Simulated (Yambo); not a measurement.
Na₃BrO (anti-perovskite, space group Pm-3m, No. 221), G0W0@PBEsol in Yambo with this input:

```
rim_cut
gw0
dyson
el_el_corr
HF_and_locXC
ppa
em1d
RandQpts= 1000000
RandGvec= 1 Ry
EXXRLvcs= 88 Ry
VXCRLvcs= 352 Ry
Chimod= "HARTREE"
% BndsRnXp
 7 | 276 |
%
NGsBlkXp= 7 Ry
% LongDrXp
 1.0 | 1.0 | 1.0 |
%
PPAPntXp= 27.2114 eV
% GbndRnge
 1 | 276 |
%
GTermKind= "BG"
DysSolver= "n"
ExtendOut
```

On a 2×2×2 mesh, with wavefunctions cut at 88 Ry, the gap (Γ → Γ) is 3.497 eV and the valence edge shifts by -0.935 eV.

Problem. What happens with this change: no random integration?

Solution. The gap falls by 0.108 eV, to 3.389 eV; the shift of the valence edge becomes -0.676 eV. Neither run is shown to be the converged limit.

Spin-orbit coupling is included.

Geometry of the Materials Project entry, not relaxed at this level; primitive cell a = b = c = 4.533 Å, α = β = γ = 90.00°.

The structure is a Materials Project entry; no match was found in the copy of COD used, and its stability was not checked.

A shift is the quasiparticle energy of the state minus its PBEsol energy.
